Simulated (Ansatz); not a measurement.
HfB2: strain and displacement

```
Hf B
1.0
     3.14000    0.00000    0.00000
    -1.57000    2.71932    0.00000
     0.00000    0.00000    3.48000
Hf B
1 2
Direct
  0.00000 0.00000 0.00000
  0.33333 0.66667 0.50000
  0.66667 0.33333 0.50000
```

Atom numbers follow the list: Hf1, B2, B3.

The geometry is COD entry 1510711, unchecked; take it as a test cell.

Spin–orbit coupling is left out, though it moves levels of the heavy atoms by tenths of an eV or more.

Level of theory: DFT, PBEsol, all-electron PAW with datasets made for the crystal, scalar-relativistic (Ansatz 0.2.0).

Sampling and basis: a Γ-centred 13×13×11 k mesh, Fermi–Dirac smearing of 0.05 eV, cutoff 400 eV (chosen by the program for this cell), no spin polarisation.

The unchanged cell is at -4.31 GPa.

In a metal, stresses and small energies carry noise from the k mesh.

x, y and z are the Cartesian axes of the cell as listed; fractional coordinates follow a strain, and an engineering shear is twice the off-diagonal strain component.

Q: One change gave: energy change +23 meV/atom; stress change (xx, yy, zz, yz, xz, xy) 0.77, 0.74, 0.99, 8.11, 8.13, 8.38 GPa, compression positive; change of the force on B3 (0.038, -0.013, 0.017) eV/Å. Which change was it?
A. equal xy, yz and zx engineering shear strains of +2 %
B. equal xy, yz and zx engineering shear strains of +1 %
C. equal xy, yz and zx engineering shear strains of -1 %
D. equal xy, yz and zx engineering shear strains of -3 %
E. equal xy, yz and zx engineering shear strains of +3 %
F. equal xy, yz and zx engineering shear strains of -2 %

A: D. For equal xy, yz and zx engineering shear strains of -1 %: energy change +2 meV/atom; stress change (xx, yy, zz, yz, xz, xy) 0.08, 0.08, 0.11, 2.65, 2.65, 2.74 GPa, compression positive; change of the force on B3 (0.010, -0.001, 0.002) eV/Å. For equal xy, yz and zx engineering shear strains of +2 %: energy change +10 meV/atom; stress change (xx, yy, zz, yz, xz, xy) 0.33, 0.34, 0.41, -5.10, -5.11, -5.28 GPa, compression positive; change of the force on B3 (-0.013, -0.006, 0.006) eV/Å. For equal xy, yz and zx engineering shear strains of -2 %: energy change +10 meV/atom; stress change (xx, yy, zz, yz, xz, xy) 0.34, 0.33, 0.44, 5.35, 5.36, 5.54 GPa, compression positive; change of the force on B3 (0.023, -0.006, 0.007) eV/Å. For equal xy, yz and zx engineering shear strains of +1 %: energy change +2 meV/atom; stress change (xx, yy, zz, yz, xz, xy) 0.08, 0.08, 0.11, -2.59, -2.59, -2.68 GPa, compression positive. For equal xy, yz and zx engineering shear strains of +3 %: energy change +21 meV/atom; stress change (xx, yy, zz, yz, xz, xy) 0.74, 0.77, 0.90, -7.54, -7.55, -7.79 GPa, compression positive; change of the force on B3 (-0.017, -0.014, 0.012) eV/Å.
